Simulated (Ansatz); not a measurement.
## Na(001): from terraces to steps

Computed with DFT PBE, scalar-relativistic, plane waves, PAW in Ansatz.

Cutoff 420 eV, Γ-centred meshes of like density (2×8×1 for the 24-atom cell), Gaussian smearing of 0.10 eV, energies at zero smearing and 0 K, each start's symmetry kept, no spin polarisation.

A (001) slab of relaxed bulk Na (Im-3m, 36.78 Å³/atom, gap on the mesh 0.00 eV), 4 planes in a 6×1 cell with the lowest 2 held; added atoms sit on lattice sites of the next plane. A dipole correction is on. The surface energy is the mean of the held and the free face; step energies are per length and the mean of the stripe's two steps, which run along the shortest translation of the plane; step and island energies count from the flat slab and bulk atoms.

The flat slab gives a surface energy of 0.22 J/m² (13.5 meV/Å²); planes follow at h = 2.09 Å, and an atom takes 17.55 Å² of its plane.

Estimate the step energy β from the surface energy and compare with the stripes.

A step opens a strip of height h, so a first guess is γh = 13.5 × 2.09 = 28 meV/Å. Computed: 9 meV/Å for the stripe 2 surface cells wide, 9 meV/Å for the stripe 3 surface cells wide, 0.30 and 0.30 of the guess. The step costs less than a free strip of the same face. The two widths agree within 1 meV/Å. A vicinal face tilted by θ holds tan θ/h steps per length, so its energy per terrace area is γ + (β/h) tan θ for far-apart steps, with β/h = 0.07 J/m².

Slabs of three or four planes are thin, so both faces still feel each other.

Small energy differences in metals hang on the k mesh (about 10 mJ/m² or 1 to 2 meV/atom on the mesh of the relaxation).

Cost: 3 runs of about 37 core-minutes in all, on AMD EPYC 9R14 (Zen 4) (shared hosts).